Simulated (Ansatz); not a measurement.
# Sensitivity of the gradients in NaYZnS3O12 to the input

Cell: a Materials Project structure (computed, not necessarily an observed phase).

```cif
data_NaYZnS3O12
_symmetry_space_group_name_H-M 'R3c:H'
_symmetry_Int_Tables_number 161
_cell_length_a 8.9542
_cell_length_b 8.9542
_cell_length_c 23.6462
_cell_angle_alpha 90.000
_cell_angle_beta 90.000
_cell_angle_gamma 120.000
loop_
_atom_site_label
_atom_site_type_symbol
_atom_site_symmetry_multiplicity
_atom_site_Wyckoff_symbol
_atom_site_fract_x
_atom_site_fract_y
_atom_site_fract_z
Na Na 6 a 0.0000 0.0000 0.5056
Y Y 6 a 0.0000 0.0000 0.3521
Zn Zn 6 a 0.0000 0.0000 0.6513
S S 18 b 0.6231 0.6562 0.4156
O13 O 18 b 0.1866 0.9709 0.6978
O19 O 18 b 0.8049 0.0165 0.3004
O25 O 18 b 0.1930 0.1674 0.5884
O31 O 18 b 0.7985 0.8133 0.4115
```

One atom of each set is listed; the run and its k-mesh use a cell of 36 atoms with edges of 9.43, 9.43, 9.43 Å.

Reference run. All values are calculated (Ansatz; DFT, PBE, plane waves and PAW, scalar-relativistic, 420 eV cutoff, Γ-centred 3×3×3 k-points, Fermi–Dirac smearing 0.02 eV), not measured.

(1) The input is changed as follows: `kpoints.mp_grid.grid`: [3, 3, 3] → [1, 1, 1]; `scf.max_iter`: not typed → 80. What happens to V_zz (10²¹ V/m²) and η?

Answers

(1) 

| site | V_zz reference | η reference | V_zz changed | η changed |
| --- | --- | --- | --- | --- |
| Na | -0.62 | 0.00 | -0.64 | 0.00 |
| Y | -0.26 | 0.00 | -0.18 | 0.00 |
| Zn | -0.050 | 0.00 | <0.005 | – |
| S | -1.14 | 0.16 | -1.24 | 0.29 |
| O13 | 15.17 | 0.10 | 15.07 | 0.09 |
| O19 | 13.57 | 0.03 | 13.54 | 0.03 |
| O25 | 14.58 | 0.22 | 14.57 | 0.21 |
| O31 | 13.92 | 0.11 | 13.94 | 0.10 |

The largest change of V_zz is on S, from -1.14 to -1.24. The whole tensor moves most on O13, by 0.21 along its most changed direction. In per cent, |V_zz| changes by +3 on Na, +9 on S, -1 to 0 on O (all sites that start above 0.5). SCF iterations: 8 and 8. The changed input holds the Γ point alone as its k-mesh, so its numbers aren't properties of the crystal.

On the reference run: The largest force is 0.5 eV/Å, so the atoms aren't at the calculated equilibrium and relaxing them would move these values. Without spin–orbit coupling (the program notes it for Y) the gradients are little affected as a rule: paired runs on crystals with a gap mostly move them by under 2 % at such atoms.
